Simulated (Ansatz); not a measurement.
LuSe under compression and expansion

```cif
data_structure
_symmetry_space_group_name_H-M 'P 1'
_symmetry_Int_Tables_number 1
_cell_length_a 3.9428
_cell_length_b 3.9428
_cell_length_c 3.9428
_cell_angle_alpha 60.000
_cell_angle_beta 60.000
_cell_angle_gamma 60.000
_cell_volume 43.34
loop_
_atom_site_label
_atom_site_type_symbol
_atom_site_fract_x
_atom_site_fract_y
_atom_site_fract_z
_atom_site_occupancy
Lu1 Lu 0.00000 0.00000 0.00000 1
Se1 Se 0.50000 0.50000 0.50000 1
```

The runs use the primitive cell with vectors (0.000, 2.788, 2.788), (2.788, 0.000, 2.788), (2.788, 2.788, 0.000) Å, to which the k mesh refers.

The cell is COD entry 1538176, as deposited and not checked against the literature; nothing was relaxed.

No spin–orbit coupling, which matters for the heavy atoms here.

All numbers are computed: DFT, PBEsol, all-electron LAPW, scalar-relativistic (Ansatz 0.2.0); DFT, PBEsol, PAW with Ansatz's default frozen-core files, scalar-relativistic (Ansatz 0.2.0).

For LAPW: a Γ-centred 9×9×9 k mesh, Fermi–Dirac smearing of 0.02 eV, basis error target 1 meV/atom, no spin polarisation. PAW takes a cutoff of 420 eV at this cell (files made with PBE, cores remade for this functional). The Ansatz runs share mesh, smearing and spin set-up. Plane-wave (PAW) pressures include the program's estimate of the Pulay term.

The cell above is scaled evenly, with fractional coordinates and shape held.

**Question.** Estimate the equilibrium volume and bulk modulus that full-potential LAPW gives for this fixed shape.

**Answer.** V0 = 21.39 Å³/atom, B0 = 92 GPa, B0′ = 4.7, from a third-order Birch–Murnaghan fit to these pressures:
```csv
V/V(cell),V (Å³/atom),"P, LAPW (GPa)","P, PAW (GPa)","free energy over the lowest listed, PAW (meV/atom)"
0.9400,20.371,5.02,5.01,15.1
0.9600,20.804,2.72,2.71,4.7
0.9800,21.238,0.67,0.65,0.2
0.9900,21.454,-0.28,-0.29,0.0
1.0000,21.671,-1.17,-1.19,1.0
1.0100,21.888,-2.02,-2.03,3.2
1.0200,22.104,-2.81,-2.83,6.5
1.0400,22.538,-4.23,-4.24,16.1
1.0600,22.971,-5.56,-5.58,29.4
```

PAW's V0 lies -0.02 % from the all-electron value and its B0 0.1 %. Symmetry fixes shape and coordinates here, so this is the relaxed modulus.
